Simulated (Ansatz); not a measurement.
Si2Mo in space group P6_222 (No. 180; Si on 6j, Mo on 3d) under volume change, DFT-r²SCAN in the program Ansatz with PAW potentials, shape and atoms relaxed at each volume.

| V (Å³/atom) | E − E(relaxed) (meV/atom) | P (GPa) |
|---|---|---|
| 12.107 | 88.3 | 25.73 |
| 12.506 | 37.0 | 15.72 |
| 12.905 | 8.7 | 7.22 |
| 13.304 | 0.0 | 0.00 |
| 13.703 | 7.8 | -6.12 |
| 14.102 | 29.7 | -11.29 |
| 14.501 | 63.4 | -15.65 |

Question: What does a third-order Birch–Murnaghan fit give for V₀, B₀ and B′?

Answer: V₀ = 13.30 Å³/atom, B₀ = 221 GPa, B′ = 4.5.

The workflow started from a Materials Project entry (that database holds measured and hypothetical structures alike); the Crystallography Open Database copy checked does not list it. It is not the phase usual at ambient conditions (space group No. 139). The cell was relaxed with r²SCAN under the symmetry of its start; phonons on a q-mesh show no instability. The run is not spin-polarised.

Potentials: the earlier of the program's two PAW sets.
